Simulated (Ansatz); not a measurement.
## Varying the input for Li2RhN2

The reference input for Ansatz (plane-wave DFT with PAW):

```yaml
crystal:
  lattice:
    - [3.2214626416, 0.0, 0.0]
    - [-1.6107313208, 2.789868485, 0.0]
    - [0.0, 0.0, 5.0759660458]
  atoms:
    - { symbol: Li, position: [0.66666667, 0.33333333, 0.35449] }
    - { symbol: Li, position: [0.33333333, 0.66666667, 0.64551] }
    - { symbol: Rh, position: [0.0, 0.0, 0.0], spin: 1.0 }
    - { symbol: "N", position: [0.66666667, 0.33333333, 0.790692] }
    - { symbol: "N", position: [0.33333333, 0.66666667, 0.209308] }
basis:
  ecutwfc: 420
kpoints:
  mp_grid: { grid: [6, 6, 4] }
hamiltonian:
  xc: pbe
scf:
  occupations: { method: gaussian, width: 0.1 }
  lower_state_search: "off"
output:
  forces: true
  stress: true
  eigenvalues: true
  populations: true
magnetization:
  spin_polarized: true
```

Command:

```bash
ansatz run input.yaml --threads 1 --pin off --max-ram 1331MiB --backend cpu --events-out ev --progress --plain --runs-dir out
```

The run converges in 18 SCF iterations on 24 irreducible k-points: pressure -2.32 GPa, largest force 0.060 eV/Å, no gap, cell moment 0.00 μB. It warns that the starting moments were lost.

These settings were drawn at random to show what each does; none of the numbers is a converged property of the crystal. Each trial's input is given as a difference from the reference's; energies are extrapolated to zero smearing where there is one, and pressure is positive in compression. Charged cells sit in a uniform background, and their pressures hang on that convention.

**Question.** Trial 1:

```diff
 crystal:
   atoms:
-    - { symbol: Rh, position: [0.0, 0.0, 0.0], spin: 1.0 }
+    - { symbol: Rh, position: [0.0, 0.0, 0.0] }
 basis:
-  ecutwfc: 420
+  ecutwfc: 320
 kpoints:
-  mp_grid: { grid: [6, 6, 4] }
+  mp_grid: { grid: [4, 4, 3] }
 scf:
-  occupations: { method: gaussian, width: 0.1 }
-  lower_state_search: "off"
+  occupations: { method: methfessel_paxton, width: 2.1 }
+  max_iter: 70
 output:
-  populations: true
-magnetization:
-  spin_polarized: true
```

How does this run end?

**Answer.** The run converges in 7 SCF iterations on 9 irreducible k-points: energy 65.7 meV per atom above the reference, pressure -2.45 GPa, largest force 0.019 eV/Å, no gap. It warns that the cutoff lies under the recommended one, 420 eV for these potentials.

**Question.** Trial 2 (one atom moved):

```diff
 crystal:
   atoms:
-    - { symbol: Rh, position: [0.0, 0.0, 0.0], spin: 1.0 }
+    - { symbol: Rh, position: [0.0620836006, 0.0, 0.0] }
+total_charge: 1
 kpoints:
-  mp_grid: { grid: [6, 6, 4] }
+  mp_grid: { kspacing: 0.99 }
 scf:
-  lower_state_search: "off"
+  self_checks: high
 output:
-  populations: true
-magnetization:
-  spin_polarized: true
```

What happens?

**Answer.** The run converges in 10 SCF iterations on 8 irreducible k-points: pressure 20.32 GPa (with the neutralising background of the charged cell), largest force 0.531 eV/Å, no gap.

**Question.** Trial 3 (volume scaled):

```diff
 crystal:
   lattice:
-    - [3.2214626416, 0.0, 0.0]
-    - [-1.6107313208, 2.789868485, 0.0]
-    - [0.0, 0.0, 5.0759660458]
+    - [3.5778870126, 0.0, 0.0]
+    - [-1.7889435063, 3.0985410448, 0.0]
+    - [0.0, 0.0, 5.6375736776]
   atoms:
-    - { symbol: Rh, position: [0.0, 0.0, 0.0], spin: 1.0 }
+    - { symbol: Rh, position: [0.0, 0.0, 0.0] }
-basis:
-  ecutwfc: 420
+basis: {}
 kpoints:
-  mp_grid: { grid: [6, 6, 4] }
+  mp_grid: { grid: [6, 2, 1], shift: [0.25, 0.25, 0.25] }
 scf:
-  lower_state_search: "off"
 output:
-  populations: true
-magnetization:
-  spin_polarized: true
```

How does this run end?

**Answer.** The run converges in 7 SCF iterations on 12 irreducible k-points: energy 392 meV per atom above the reference, pressure -26.47 GPa, largest force 1.077 eV/Å, no gap. It warns that the mesh lowers the symmetry.

**Question.** Trial 4:

```diff
 crystal:
   atoms:
-    - { symbol: Rh, position: [0.0, 0.0, 0.0], spin: 1.0 }
+    - { symbol: Rh, position: [0.0, 0.0, 0.0] }
 basis:
-  ecutwfc: 420
+  ecutwfc: 450
 scf:
-  lower_state_search: "off"
 output:
-  populations: true
-magnetization:
-  spin_polarized: true
```

What happens?

**Answer.** The run converges in 7 SCF iterations on 24 irreducible k-points: energy 1.70 meV per atom below the reference, pressure -2.33 GPa, largest force 0.061 eV/Å, no gap.

**Question.** Trial 5:

```diff
 crystal:
   atoms:
-    - { symbol: Rh, position: [0.0, 0.0, 0.0], spin: 1.0 }
+    - { symbol: Rh, position: [0.0, 0.0, 0.0] }
 basis:
-  ecutwfc: 420
+  ecutwfc: 500
 kpoints:
-  mp_grid: { grid: [6, 6, 4] }
+  mp_grid: { grid: [1, 1, 1], shift: [0, 0, 0.5] }
 hamiltonian:
-  xc: pbe
+  xc: r2scan
 scf:
-  lower_state_search: "off"
+  eigensolver: { real_solve: false }
+  convergence: { dr2_threshold: "1e-4 eV" }
+  max_iter: 72
 output:
-  populations: true
-magnetization:
-  spin_polarized: true
```

What happens?

**Answer.** The run converges in 7 SCF iterations on 1 irreducible k-point: pressure -9.59 GPa, largest force 2.483 eV/Å, no gap. It warns that the SCF threshold is loose for the forces; that the SCF threshold is loose for the stress.

**Question.** Trial 6 (volume scaled):

```diff
 crystal:
   lattice:
-    - [3.2214626416, 0.0, 0.0]
-    - [-1.6107313208, 2.789868485, 0.0]
-    - [0.0, 0.0, 5.0759660458]
+    - [2.9830458834, 0.0, 0.0]
+    - [-1.4915229417, 2.5833935157, 0.0]
+    - [0.0, 0.0, 4.7002996159]
   atoms:
-    - { symbol: Rh, position: [0.0, 0.0, 0.0], spin: 1.0 }
+    - { symbol: Rh, position: [0.0, 0.0, 0.0] }
 basis:
-  ecutwfc: 420
+  ecutwfc: 160
+  ecutrho_ratio: 2
 scf:
-  lower_state_search: "off"
+  max_iter: 93
 output:
-  populations: true
-magnetization:
-  spin_polarized: true
```

What happens?

**Answer.** The run converges in 8 SCF iterations on 24 irreducible k-points: energy 11.66 eV per atom above the reference, pressure 137 GPa (unreliable at so low a cutoff), largest force 7.219 eV/Å (unreliable too), no gap. It warns that the cutoff lies under the recommended one, 420 eV for these potentials.